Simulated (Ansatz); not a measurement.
Values for one crystal, relaxed and computed with the program Ansatz at the PBE level (PAW); other levels are named.

```yaml
volume_per_atom: 15.67 Å³
electronic_character: metallic (no gap)
Gap with spin–orbit coupling: none (metallic)
Formation energy from the elements (no fitted shifts): 391 meV/atom
Density of states at the Fermi level: 1.8 states/eV per atom (mean over ±0.08 eV)
Pressure derivative B′: 4.6
Bulk modulus (Birch–Murnaghan fit): 302 GPa
```

### Question
Pick the material that matches.
(A) GaCo, CsCl type
(B) Nb3Sn, Fm-3m (Sn on 4a, Nb on 4b, Nb on 8c)
(C) IrW, CsCl type
(D) AlCo, Cmcm (Al on 4c, Co on 4c)

### Answer
C, IrW, CsCl type

Space group Pm-3m (CsCl type). The start of the workflow was typed in or built on a structure type; neither database checked (COD, Materials Project) lists it. COD files the formula under space group No. 51, so this cell is another polymorph or a model. Whether it is the stable phase at ambient conditions was not checked. Symmetry was held in the PBE relaxation; its stability against distortions is not shown here. The run is not spin-polarised. Its formation energy is positive at this level, so the cell may be metastable or incomplete. The references are the lowest solids computed at this level, not always the standard phases. Spin–orbit coupling is left out wherever it is not named.

Potentials: the earlier of the program's two PAW sets.
